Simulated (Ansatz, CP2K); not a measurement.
NbSi: programs and potentials compared

```
CELL_PARAMETERS angstrom
3.15644 0.00000 0.00000
0.00000 3.15644 0.00000
0.00000 0.00000 3.15644
ATOMIC_POSITIONS crystal
Nb 0.00000 0.00000 0.00000
Si 0.50000 0.50000 0.50000
```

The cell comes from a database or a generator and needn't be the stable form of this composition.

Alike in all runs: task equation of state; functional PBE; k mesh 8 × 8 × 8; occupations fermi-dirac, width 0.05 eV; no spin polarisation; no spin-orbit coupling.

```csv
program and potentials,plane-wave cutoff (eV),notes,equilibrium volume (Å³/atom),bulk modulus (GPa)
"Ansatz, all-electron LAPW, scalar-relativistic",-,-,15.72,169.0
"Ansatz, Ansatz PAW (earlier soft set)",420,-,?,?
"CP2K, POTENTIAL_UZH Nb GTH-PBE-q13, Si GTH-PBE-q4; TZVP-MOLOPT-PBE-GTH basis",-,atomic basis,15.77,168.1
```

Estimate from the other rows what the run with Ansatz, Ansatz PAW (earlier soft set) gave.

Equilibrium volume 15.72 Å³/atom; bulk modulus 169.2 GPa. The other rows, which needn't bracket it: equilibrium volume 15.72 to 15.77; bulk modulus 168.1 to 169.0.
